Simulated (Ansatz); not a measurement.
## Cutoff convergence: AlNi

System: AlNi (CsCl type, first atom moved by 0.06 Å along [111]), 2 atoms in the cell.

```
Ni Al
1.0
     2.89000    0.00000    0.00000
     0.00000    2.89000    0.00000
     0.00000    0.00000    2.89000
Ni Al
1 1
Direct
  0.01199 0.01199 0.01199
  0.50000 0.50000 0.50000
```

All numbers below come from Ansatz 0.2.0 development build, HSE06, plane waves, PAW datasets (generated soft set 1).

Exchange singularity: Wigner-Seitz; k-mesh 4×4×4 Γ-centred; Fermi–Dirac smearing of 0.1 eV; no spin polarisation.

```tsv
cutoff (eV)	E − E(top) (meV/atom)	pressure at fixed basis (GPa)	corrected pressure (GPa)	rms force change (meV/Å)
280	393.4	-45.73	-3.95	22.3
300	151.7	-23.29	-3.95	4.1
320	57.3	-12.83	-4.28	1.0
340	18.4	-7.44	-4.69	1.1
380	6.2	-5.27	-5.03	0.4
420	4.5	-5.26	-5.10	0.4
480	1.6	-5.24	-5.08	0.3
560	0.0	-5.12	-5.08	0.0
```

Against the 560 eV run, no lower cutoff brings the total energy within 1 meV/atom. Forces lie within 10 meV/Å (rms) from 300 eV on. The pressure at a fixed basis moves by -40.61 GPa at 280 eV.

The k-mesh is coarse, so these values belong to this mesh and can lie far from the converged ones.
